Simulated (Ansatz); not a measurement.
# P: strain energy, fitted

P, Cmce, a = 3.349 Å, b = 9.896 Å, c = 3.830 Å. Ansatz: PBEsol+D3(BJ), PAW, 420 eV, Γ-centred 10×4×10 mesh on 8 atoms, Gaussian smearing 0.10 eV; no spin polarisation. Series: uniaxial strain along a, with b, c and atoms relaxed; x is the strain in per cent. y is the free energy over the unstrained cell, V0 = 15.866 Å³/atom.

| x (%) | y (meV/atom) |
| --- | --- |
| -6.0 | 27.29 |
| -4.0 | 10.92 |
| -2.0 | 2.30 |
| 0.0 | 0.00 |
| 2.0 | 0.93 |
| 4.0 | 5.22 |
| 6.0 | ? |

Q: Fit y = c2 x² + c3 x³ to the other rows, turn c2 into a modulus, and predict the missing energy.

A: Least squares on the rows shown. y = 0.49544 x² − 0.043980 x³. In eV per unit strain² c2 is 4.954; this is Young's modulus along the axis (E = ½ Y V0 ε²): 2 × 4.954 × 160.2 / (15.866) = 100 GPa. At x = 6.0 the fit asked for gives 8.34 meV/atom. The run gave 14.63 meV/atom, so the fit is 6.29 meV/atom too low, 23 % of the span of the series, against an rms of 0.33 meV/atom on the fitted rows. The row lies outside the fitted range. With a term in x⁴ added, a fit to the same known rows predicts 8.37 meV/atom, no real gain.